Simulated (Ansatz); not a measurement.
# Tl₂HgGeTe₄ squeezed and stretched

A database entry relaxed whole under r2SCAN (I-42m):

```
CELL_PARAMETERS angstrom
-4.27659 4.27659 3.59340
4.27659 -4.27659 3.59340
4.27659 4.27659 -3.59340
ATOMIC_POSITIONS crystal
Tl 0.50000 0.00000 0.50000
Tl 0.00000 0.50000 0.50000
Ge 0.00000 0.00000 0.00000
Hg 0.50000 0.50000 0.00000
Te 0.39398 0.39398 0.34352
Te 0.60602 0.94953 0.00000
Te 0.05047 0.05047 0.65648
Te 0.94953 0.60602 0.00000
```

The cell was scaled uniformly, its shape held, and the atoms relaxed at each volume with plane-wave PAW DFT (Ansatz 0.2.0; r2SCAN, 500 eV, 6×6×6 Γ-centred mesh, fermi-dirac occupations of width 0.020 eV; no spin, no spin-orbit coupling). One row is withheld.

```tsv
volume (Å³/atom)	energy over the lowest (meV/atom)	pressure (GPa)
30.889	10.2	1.74
31.546	4.4	1.07
32.203	1.1	0.52
32.860	0.0	0.02
33.517	0.9	-0.44
34.175	?	?
34.832	7.6	-1.18
```

Problem. Fit the pressures of the other rows to the third-order Birch-Murnaghan form.

Solution. With f = [(V₀/V)^(2/3) − 1]/2 and P = 3B₀f(1 + 2f)^(5/2)[1 + 3(B₀′ − 4)f/2], least squares gives V₀ = 32.87 Å³ an atom, B₀ = 23.7 GPa and B₀′ = 5.3; the rows miss the fit by 0.02 GPa. The slope of the energies differs from these pressures by less than 0.05 GPa.

Problem. What does the withheld row hold?

Solution. The fit gives -0.83 GPa at 34.175 Å³; the run gave -0.85 GPa and 3.5 meV an atom.

Caveats: the shape of the cell was held, so B₀ is an upper bound where the axes differ in stiffness; 0 K, fixed nuclei; the symmetry was kept, and this need not be the phase that is stable at 0 K; one mesh for all volumes; no dispersion correction, so weakly bound layers stand too far apart; pressure is positive in compression.
